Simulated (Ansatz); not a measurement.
**Relaxing Sc (hcp)**

**The experiment.** The Crystallography Open Database holds a cell as deposited of hexagonal Sc (space group P6_3/mmc), temperature not stated (1983, doi:10.1103/PhysRevB.27.7013): a, c = 3.309, 5.268 Å, 24.97 Å³/atom.

Level of theory: DFT, LDA, scalar-relativistic, no spin polarisation; plane waves to 420 eV with PAW datasets (Ansatz 0.2.0), 16×16×8 k-mesh, Gaussian smearing of 0.05 eV; PAW files: Ansatz's generated set soft_2.

The first cell, 0 % over the database's volume:

```
Sc
1.0
     3.31000    0.00000    0.00000
    -1.65500    2.86654    0.00000
     0.00000    0.00000    5.27614
Sc
2
Direct
  0.33333 0.66667 0.75000
  0.66667 0.33333 0.25000
```

The steps in volume:

```csv
run,level,k-mesh,kind,V (Å³/atom),P (GPa),E − E(final) (meV/atom),gap on the mesh (eV)
1,LDA,14×14×8,cell and atoms relaxed,22.50,0.0,-0.7,metal
2,LDA,16×16×8,cell and atoms relaxed,22.51,0.0,0.0,metal
```

Cell and atoms are those of this level's equilibrium.

The final structure (symmetry read at 0.01 Å). The structure is hexagonal, space group P6_3/mmc (No. 194). Conventional cell: a = 3.230 Å, b = 3.230 Å, c = 4.982 Å, α = 90.00°, β = 90.00°, γ = 120.00°. Sc (site symmetry -6m2) is surrounded by 12 Sc at 3.11 to 3.23 Å. (Shells end 15 % past the nearest neighbour.)

```csv
atom,site,symmetry,x,y,z
Sc,2d,-6m2,0.3333,0.6667,0.7500
```

- At the final geometry the gap, band path included, is zero (metallic).

**Comparison.** The computed cell (3.230, 4.982 Å, 22.51 Å³/atom) differs from the database's by −9.9 % in volume, about −3.4 % in length. The axes miss by −2.4 %, −5.4 %. LDA overbinds and usually gives cells that are too small. The database's entry may also be off.
